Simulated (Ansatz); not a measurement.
Relaxed-ion elastic tensor of LiNbO₃ in space group R3c (No. 161; Li on 6a, Nb on 6a, O on 18b) in GPa (Voigt order), the program Ansatz at the PBE level (PAW); density 4.51 g/cm³, 10.90 Å³ per atom.

```csv
,1,2,3,4,5,6
1,183,58.0,58.8,13.9,0.0,0.0
2,58.0,183,58.8,-13.9,0.0,0.0
3,58.8,58.8,214,0.0,0.0,0.0
4,13.9,-13.9,0.0,45.5,0.0,0.0
5,0.0,0.0,0.0,0.0,45.5,13.9
6,0.0,0.0,0.0,0.0,13.9,62.3
```

Problem. Is the crystal mechanically stable?

Solution. Yes: the smallest eigenvalue of C is 37.6 GPa.

Problem. Work out the Voigt, Reuss and Hill averages.

Solution. K_V = 103, K_R = 103, K_H = 103; G_V = 57.6, G_R = 52.3, G_H = 54.9 GPa.

Problem. Give Young's modulus, Poisson's ratio, Pugh's ratio and the universal anisotropy index.

Solution. E = 9KG/(3K + G) = 140 GPa; ν = 0.27; K/G = 1.88 (ductile by the Pugh limit of 1.75); A_U = 5G_V/G_R + K_V/K_R − 6 = 0.51.

Problem. Estimate the sound speeds and the Debye temperature.

Solution. v_l = √((K + 4G/3)/ρ) = 6260 m/s, v_t = √(G/ρ) = 3490 m/s, mean 3890 m/s; Θ = (h/k)(3n/4πV)^(1/3) v_m = 522 K.

Problem. Solve the Christoffel equation for the three sound speeds along x, y, z.

Solution. Eigenvalues of C_ijkl n_j n_l equal ρv² (piezoelectric stiffening left out). In km/s, slowest first: x 2.89, 3.95, 6.37; y 3.13, 3.72, 6.39; z 3.18, 3.18, 6.89.

Problem. How much does each axis shrink under pressure?

Solution. Linear compressibilities β_i = Σ_j S_ij (j = 1 to 3): x 3.5, y 3.5, z 2.8 per TPa.

Symmetry was held in the PBE relaxation. No spin polarisation was allowed.

Potentials: the later of the program's two PAW sets.
